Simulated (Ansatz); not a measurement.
A: CsSnI3 (cubic perovskite), a = 6.1304 Å, b = 6.1304 Å, c = 6.1304 Å, α = 90.00°, β = 90.00°, γ = 90.00°
B: CdTe (zinc blende), a = b = c = 6.489 Å, α = β = γ = 90.00°
C: GaSb (zinc blende), a = b = c = 6.111 Å, α = β = γ = 90.00°

Scan: energy against volume (even scaling of the relaxed cell, symmetry kept). One method and one kind of scan serve all of them; meshes and ranges differ. All were relaxed with their symmetry unable to fall. At this level the bands of GaSb touch or barely overlap; measurements give the solid a gap. Spin-orbit coupling is left out. This is a high-temperature form of CsSnI3.

Problem. Rank these by bulk modulus (fitted) (lowest first), as PBEsol (plane waves to 420 eV, PAW, scalar-relativistic; Ansatz, a first-principles code) gives it.

Solution. A (18.1 GPa), B (41.3 GPa), C (51.6 GPa)

(Under strain, the slope of the energy per volume gives the stress and its curvature an elastic modulus.)
